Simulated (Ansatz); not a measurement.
**Co: how the free axis answers a strain**

Co, P6_3/mmc, a = 2.456 Å, c = 3.968 Å. Ansatz: PBEsol, PAW, 420 eV, Γ-centred 21×21×10 mesh on 2 atoms, Gaussian smearing 0.10 eV; collinear spin, largest moment 1.6 μB. Series: biaxial strain in the a-b plane, c and atoms relaxed; x is the strain in per cent. y is the change of c in per cent of 3.968 Å.

| x (%) | y (%) |
| --- | --- |
| -3.0 | ? |
| -2.0 | 1.19 |
| -1.0 | 0.59 |
| 0.0 | 0.00 |
| 1.0 | -0.56 |
| 2.0 | -1.10 |
| 3.0 | -1.63 |

**Question.** Fit y = c1 x + c2 x² to the other rows, say what c1 measures, and predict the missing y.

**Answer.** Least squares on the rows shown. y = −0.5740 x + 0.01059 x². With no stress along c, c1 = −2C13/C33 = -0.574. At x = -3.0 the fit asked for gives 1.82 %. The run gave 1.80 %, so the fit is 0.02 % too high, a small miss on the scale of the series.